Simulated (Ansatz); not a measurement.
Input and command of a plane-wave DFT calculation in Ansatz:

```yaml
crystal:
  lattice:
    - [3.635, 0.238456, 0.0]
    - [0.238456, 3.635, 0.0]
    - [0.0, 0.0, 3.635]
  atoms:
    - { symbol: Mg, position: [0.0, 0.0, 0.0] }
    - { symbol: Tl, position: [0.5, 0.5, 0.5] }
basis:
  ecutwfc: 500
kpoints:
  mp_grid: { grid: [14, 14, 14] }
hamiltonian:
  xc: r2scan
scf:
  occupations: { method: gaussian, width: 0.15 }
output:
  forces: true
  stress: true
  eigenvalues: true
```

```bash
ansatz run input.yaml --threads 1 --pin off --max-ram 2560MiB --backend cpu --events-out ev --progress --plain --runs-dir out
```

Processor: Arm Neoverse V1, 1 thread, on a host shared with other jobs.

**Question.** Estimate time, memory and problem size.

**Answer.** About 47 s on 1 thread of Arm Neoverse V1, with other jobs on the host, peak memory 0.67 GiB. It solves 16 bands at 456 k points (the mesh reduced by symmetry) with about 1217 plane waves, in 6 SCF iterations.
